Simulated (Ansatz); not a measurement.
LaTiO3:
```yaml
crystal:
  lattice:
    - [3.90568, 0.00000, 0.00000]
    - [0.00000, 3.90568, 0.00000]
    - [0.00000, 0.00000, 3.90568]
  atoms:
    - { symbol: O, position: [0.50000, 0.50000, 0.00000] }
    - { symbol: O, position: [0.00000, 0.50000, 0.50000] }
    - { symbol: O, position: [0.50000, 0.00000, 0.50000] }
    - { symbol: Ti, position: [0.50000, 0.50000, 0.50000] }
    - { symbol: La, position: [0.00000, 0.00000, 0.00000] }
```

Relaxed with PBEsol. Special points in fractions of this cell's reciprocal vectors: Γ (0.000, 0.000, 0.000); X (0.000, 0.500, 0.000); M (0.500, 0.500, 0.000); R (0.500, 0.500, 0.500).

Problem. List the band energies nearest the Fermi level at these points for the program Ansatz at the PBEsol with spin–orbit coupling level (PAW).

Solution. In eV from the Fermi level; about four levels below and three above (degenerate sets whole), none deeper than 8.9 eV; … stands for higher levels left out; points with the same levels are listed once.

```
k                    below                above
-  -----------------------  -------------------
Γ  -0.31 -0.31 -0.31 -0.31          1.03 1.03 …
X  -4.28 -4.28 -0.71 -0.71  0.70 0.70 0.89 0.89
M  -5.01 -5.01 -3.92 -3.92  0.74 0.74 0.82 0.82
R  -3.87 -3.87 -3.87 -3.87  0.80 0.80 0.80 0.80
```

Space group Pm-3m (cubic perovskite). The workflow started from an entry of the Crystallography Open Database (COD), which files this formula under 2 space groups. Whether it is the stable phase at ambient conditions was not checked. Symmetry was held in the PBEsol relaxation; of distortions, only those at the zone centre were tested. No spin polarisation was allowed. Without spin polarisation and U, an open-shell compound can come out a false metal.

Potentials: the later of the program's two PAW sets.
